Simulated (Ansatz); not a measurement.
# Li, beta-Sn type: geometry optimisation

Level of theory: DFT, r2SCAN, plane waves (500 eV) with PAW, scalar-relativistic (Ansatz). The PAW files were generated under PBE, with cores re-solved for the functional.

k-point mesh 12×12×8, Fermi-Dirac smearing 0.1 eV, no spin polarisation. Cell and atoms relax.

Starting structure:

```cif
data_structure
_symmetry_space_group_name_H-M 'P 1'
_symmetry_Int_Tables_number 1
_cell_length_a 4.1676
_cell_length_b 4.1676
_cell_length_c 4.1676
_cell_angle_alpha 97.454
_cell_angle_beta 97.454
_cell_angle_gamma 137.779
_cell_volume 45.38
loop_
_atom_site_label
_atom_site_type_symbol
_atom_site_fract_x
_atom_site_fract_y
_atom_site_fract_z
_atom_site_occupancy
Li1 Li 0.00000 0.00000 0.00000 1
Li2 Li 0.75000 0.25000 0.50000 1
```

Task: The pressure at the start is -0.8 GPa. By how much does the volume change?

Result: From 22.69 to 21.00 Å³ per atom, -7.4 %. The final cell has a = 3.099 Å, c = 5.043 Å (c/a = 1.627).

The cell has left the beta-Sn structure type; it ends in C2/c.

Task: How much energy does the relaxation gain?

Result: 78.9 meV per atom.

The k-point mesh keeps fewer symmetry operations than the starting structure has, so the cell can leave it.
